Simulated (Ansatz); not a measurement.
YAl₂Si₂ in space group P-3m1 (No. 164; Si on 2d, Al on 2d, Y on 1a), DFT-PBEsol in the program Ansatz with PAW potentials, all energies at zero smearing, with the estimated change up to a 700 eV cutoff added, with one set of potentials and settings (totals compare only within such a set). Cell of 5 atoms (2 Si, 2 Al, 1 Y): -6089.175 eV.

```tsv
element	reference phase	E (eV/atom)
Si	Fd-3m, 2 atoms in the cell	-621.4920
Al	Fm-3m, 1 atoms in the cell	-524.5507
Y	P6_3/mmc, 2 atoms in the cell	-3795.0735
```

Formation energy per atom, worked out: (-6089.175 − 2×(-621.4920) − 2×(-524.5507) − 1×(-3795.0735))/5 = -0.403 eV/atom (-39 kJ per mol of atoms), at 0 K, without zero-point energy or fitted corrections.

The workflow started from an entry of the Crystallography Open Database (COD). Whether it is the stable phase at ambient conditions was not checked. The cell was relaxed with PBEsol under the symmetry of its start; its stability against distortions is not shown here. The run is not spin-polarised. The references are the lowest solids computed at this level, not always the standard phases.

Potentials: the later of the program's two PAW sets.
